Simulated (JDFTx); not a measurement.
Tl(1 0 -1 0) slab cut from bulk Tl (space group P6_3/mmc, indices of the conventional cell, lattice of the Materials Project entry mp-82, not re-optimised): 6 atoms in 6 planes, a 1x1 cell of 19.75 Å² (|a| = 3.497, |b| = 5.647 Å), 7.1 Å between the outermost planes, cell height 23.1 Å, 6×4×1 k mesh, Fermi smearing 0.01 Ha, no spin polarisation.

Level of theory: PBE, GBRV ultrasoft potentials, plane waves to 20/100 Ha; code: a modified build of JDFTx. Liquid on both sides: CANDLE, acetonitrile, 1 M NaCl; nuclei fixed, outer atoms relaxed in vacuum. U vs SHE = −μ/e − 4.44 V throughout (conventional absolute potential of the hydrogen electrode). Ideal, unreconstructed faces without any overlayer. On the negative side CANDLE's cavity feels the periodic box, so those points shift with the cell height. Convergence in thickness and k mesh wasn't tested for this slab. In this non-aqueous liquid the SHE scale is nominal.

```csv
U (V vs SHE),μ (eV),excess electrons per cell,"σ (μC/cm², per face)",run
-1.70,-2.74,0.128,-5.2,fixed potential
-1.40,-3.04,0.069,-2.8,fixed potential
-1.08,-3.36,0.000,0.0,neutral
```
